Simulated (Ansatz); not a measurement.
Zr: 91Zr nuclear quadrupole resonance

Cell: a COD entry whose atoms were relaxed with PBE, the cell held.

```
CELL_PARAMETERS angstrom
3.23200 0.00000 0.00000
-1.61600 2.79899 0.00000
0.00000 0.00000 5.14700
ATOMIC_POSITIONS crystal
Zr 0.33333 0.66667 0.25000
Zr 0.66667 0.33333 0.75000
```

Atom numbers follow the list; atoms alike are taken as one site, whose name carries the number of the first.

All values are calculated (Ansatz; DFT, r2SCAN, plane waves and PAW, scalar-relativistic, 500 eV cutoff, Γ-centred 12×12×7 k-points, Fermi–Dirac smearing 0.05 eV), not measured.

91Zr: I = 5/2, Q = -176.0 mb (year-2017 value). Static lattice, zero field.

Question: The simulated lines lie at 2.84, 5.69 MHz. What are |C_Q|, η and |V_zz| at Zr?

Answer: For I = 5/2 and η = 0 the lines are 3|C_Q|/20 and twice that; η pulls their ratio below 2. Here |C_Q| = 19.0 MHz, η = 0.00 and |V_zz| = 4.45 × 10²¹ V/m². The calculation gives V_zz positive; the lines don't show the sign. The site has 12 Zr at 3.18–3.23 Å.

An axis of threefold or higher order runs through Zr, so V_zz lies along it and η is zero.

The run finds no gap above 0.1 eV (a metal, or nearly one), so the gradients can move by 10 % or more with the k-mesh. Without spin–orbit coupling (the program notes it for Zr) the gradients can shift somewhat, as the gap is small.
